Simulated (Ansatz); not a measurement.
Given:

SnS:
```
SnS
1.0
   10.98688     0.00000     0.00000
    0.00000     3.95239     0.00000
    0.00000     0.00000     4.18742
Sn S
4 4
Direct
  0.61796   0.25000   0.39017
  0.38204   0.75000   0.60983
  0.88204   0.75000   0.89017
  0.11796   0.25000   0.10983
  0.35385   0.25000   0.02627
  0.64615   0.75000   0.97373
  0.14615   0.75000   0.52627
  0.85385   0.25000   0.47373
```

This is the LDA-relaxed structure. Tensor components refer to the Cartesian frame of this cell.

### Question
All from LDA (plane waves, PAW; program Ansatz), unless another level is named. Estimate the Young's modulus.

### Answer
67.1 GPa.

### Question
Next, the elastic constants (relaxed ions, GPa)?

### Answer
C11 = 79.4, C22 = 97.5, C33 = 52.1, C12 = 23.5, C13 = 28.0, C23 = 42.4, C44 = 49.6, C55 = 26.8, C66 = 27.5.

Space group Pnma. The LDA relaxation kept the symmetry of its start. A crystal of weakly bound layers computed without a dispersion correction: the cell and the soft elastic constants depend strongly on that. Scalar-relativistic: spin–orbit coupling is off unless named, which matters more the heavier the elements.

Potentials: the earlier of the program's two PAW sets. The files were generated under PBE; for other functionals the program regenerates the frozen cores, and for LDA and PBEsol the local potential too.
